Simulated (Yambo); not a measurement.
Yambo run on Sr2MoZnO6 (space group Fm-3m, No. 225). The wavefunctions come from this Quantum ESPRESSO step (PBEsol, PseudoDojo standard norm-conserving files, scalar-relativistic):

```
&CONTROL
  calculation = 'nscf'
  pseudo_dir = './pseudo'
  outdir = './out'
/
&SYSTEM
  ibrav = 0
  nat = 10
  ntyp = 4
  ecutwfc = 84.0
  ecutrho = 336.0
  occupations = 'fixed'
  force_symmorphic = .true.
  nbnd = 210
/
&ELECTRONS
  conv_thr = 1e-08
  diago_full_acc = .true.
  diago_thr_init = 1e-08
/
ATOMIC_SPECIES
O 15.9990 O.upf
Zn 65.3800 Zn.upf
Sr 87.6200 Sr.upf
Mo 95.9500 Mo.upf
CELL_PARAMETERS angstrom
  0.000000000000   4.023240000000   4.023240000000
  4.023240000000   0.000000000000   4.023240000000
  4.023240000000   4.023240000000   0.000000000000
ATOMIC_POSITIONS crystal
O   0.758980000000   0.241020000000   0.758980000000
O   0.241020000000   0.758980000000   0.241020000000
O   0.758980000000   0.241020000000   0.241020000000
O   0.241020000000   0.758980000000   0.758980000000
O   0.758980000000   0.758980000000   0.241020000000
O   0.241020000000   0.241020000000   0.758980000000
Zn   0.500000000000   0.500000000000   0.500000000000
Sr   0.250000000000   0.250000000000   0.250000000000
Sr   0.750000000000   0.750000000000   0.750000000000
Mo   0.000000000000   0.000000000000   0.000000000000
K_POINTS automatic
2 2 2 0 0 0
```

Yambo input:

```
rim_cut
gw0
dyson
el_el_corr
HF_and_locXC
ppa
em1d
RandQpts= 1000000
RandGvec= 1 Ry
EXXRLvcs= 84 Ry
VXCRLvcs= 336 Ry
Chimod= "HARTREE"
% BndsRnXp
 6 | 209 |
%
NGsBlkXp= 7 Ry
% LongDrXp
 1.0 | 1.0 | 1.0 |
%
PPAPntXp= 27.2114 eV
% GbndRnge
 1 | 209 |
%
GTermKind= "BG"
DysSolver= "n"
ExtendOut
% QPkrange
 2 | 2 | 45 | 46 |
 3 | 3 | 45 | 46 |
%
```

k points by index: 2 = L, 3 = X.

Table of the .qp output:

```
#    K-point    Band    Eo [eV]    E [eV]    E-Eo [eV]    Vxc [eV]    Vnlxc [eV]    Sc|Eo [eV]    Sc|E [eV]    dSc/dw|Eo [eV]    Re(Z)    Im(Z)
#
    2    45    0.000000    -0.582960    -0.582960    -23.47772    -28.98646    4.757386    4.925784    -7.858663    0.775913    -0.001349
    2    46    2.303589    3.409892    1.106303    -18.36582    -13.08296    -3.881703    -4.176554    -7.251405    0.789584    -0.001677
    3    45    -0.147010    -0.472634    -0.325624    -19.63815    -24.69859    4.635917    4.734818    -8.261610    0.767099    -0.001374
    3    46    2.042465    3.116836    1.074371    -18.12486    -12.78524    -3.987688    -4.265246    -7.029115    0.794711    -0.001457
```
(The two width columns are left out.) Convergence of these settings isn't established.

Spin-orbit coupling is not included.

Geometry of the Materials Project entry, not relaxed at this level.
